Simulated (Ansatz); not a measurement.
A relaxation computed with Ansatz, from input to last step.

```yaml
crystal:
  lattice:
    - [3.9468581613, 0.0, 0.0]
    - [0.0, 3.9468581613, 0.0]
    - [0.0, 0.0, 5.2679670226]
  atoms:
    - { symbol: Pb, position: [0.0, 0.5, 0.2231760842] }
    - { symbol: Pb, position: [0.5, 0.0, 0.7768239158] }
    - { symbol: O, position: [0.0, 0.0, 0.0] }
    - { symbol: O, position: [0.5, 0.5, 0.0] }
basis:
  ecutwfc: 500
kpoints:
  mp_grid: { grid: [8, 8, 6] }
hamiltonian:
  xc: r2scan
scf:
  occupations: { method: gaussian, width: 0.02 }
output:
  forces: true
  stress: true
  eigenvalues: true
  write_density: true
  write_potential: true
  elf: true
  volumetric_format: npy
relax:
  adjacent_minimum: "off"
  f_tol: 0.01
  max_steps: 30
  cell: { stress_tol: 0.1, fix: [volume] }
```

```bash
ansatz run input.yaml --threads 1 --pin off --max-ram 2560MiB --backend cpu --events-out ev --progress --plain --runs-dir out
```

Level of theory: DFT r2SCAN, scalar-relativistic, plane waves, PAW (Ansatz 0.2.0).

The volume is held at 0.97 times that of the relaxed cell.

Of 6 frames 5 are shown, positions in Å and forces in eV/Å; the SCF threshold varies from step to step. Steps run on the plane waves of an earlier cell, with a Pulay correction in the pressure. The basis is chosen afresh for the last frame, the zero of the energies, and at times for earlier ones too; energy and pressure step there, also at an unchanged geometry. The mark taken_back stands on steps that the optimiser undid.

```xyz
4
Lattice="3.9469 0.0000 0.0000 0.0000 3.9469 0.0000 0.0000 0.0000 5.2680" Properties=species:S:1:pos:R:3:forces:R:3 pbc="T T T" step=1 free_energy_over_end_meV_per_atom=4.16 pressure_GPa=2.66
Pb    0.0000    1.9734    1.1757    0.0000    0.0000    0.4542
Pb    1.9734    0.0000    4.0923    0.0000    0.0000   -0.4542
O     0.0000    0.0000    0.0000    0.0000    0.0000    0.0000
O     1.9734    1.9734    0.0000    0.0000    0.0000    0.0000
4
Lattice="3.9586 0.0000 0.0000 0.0000 3.9586 0.0000 0.0000 0.0000 5.2369" Properties=species:S:1:pos:R:3:forces:R:3 pbc="T T T" step=2 free_energy_over_end_meV_per_atom=4.96 pressure_GPa=-0.73 taken_back
Pb    0.0000    1.9793    1.2273    0.0000    0.0000   -0.5521
Pb    1.9793    0.0000    4.0096    0.0000    0.0000    0.5521
O     0.0000    0.0000    0.0000    0.0000    0.0000    0.0000
O     1.9793    1.9793    0.0000    0.0000    0.0000    0.0000
4
Lattice="3.9609 0.0000 0.0000 0.0000 3.9609 0.0000 0.0000 0.0000 5.2306" Properties=species:S:1:pos:R:3:forces:R:3 pbc="T T T" step=3 free_energy_over_end_meV_per_atom=0.51 pressure_GPa=0.97
Pb    0.0000    1.9805    1.1944    0.0000    0.0000    0.0112
Pb    1.9805    0.0000    4.0362    0.0000    0.0000   -0.0112
O     0.0000    0.0000    0.0000    0.0000    0.0000    0.0000
O     1.9805    1.9805    0.0000    0.0000    0.0000    0.0000
4
Lattice="3.9725 0.0000 0.0000 0.0000 3.9725 0.0000 0.0000 0.0000 5.2001" Properties=species:S:1:pos:R:3:forces:R:3 pbc="T T T" step=4 free_energy_over_end_meV_per_atom=0.13 pressure_GPa=0.65
Pb    0.0000    1.9863    1.1915    0.0000    0.0000   -0.0200
Pb    1.9863    0.0000    4.0086    0.0000    0.0000    0.0200
O     0.0000    0.0000    0.0000    0.0000    0.0000    0.0000
O     1.9863    1.9863    0.0000    0.0000    0.0000    0.0000
4
Lattice="3.9828 0.0000 0.0000 0.0000 3.9828 0.0000 0.0000 0.0000 5.1734" Properties=species:S:1:pos:R:3:forces:R:3 pbc="T T T" step=6 free_energy_over_end_meV_per_atom=0.00 pressure_GPa=0.53
Pb    0.0000    1.9914    1.1862    0.0000    0.0000    0.0002
Pb    1.9914    0.0000    3.9871    0.0000    0.0000   -0.0002
O     0.0000    0.0000    0.0000    0.0000    0.0000    0.0000
O     1.9914    1.9914    0.0000    0.0000    0.0000    0.0000
```

The run took 86 s on 1 thread of Arm Neoverse V2, with other jobs on the host, peak memory 0.58 GiB.

Spin–orbit coupling is left out, which can shift energies with elements as heavy as these.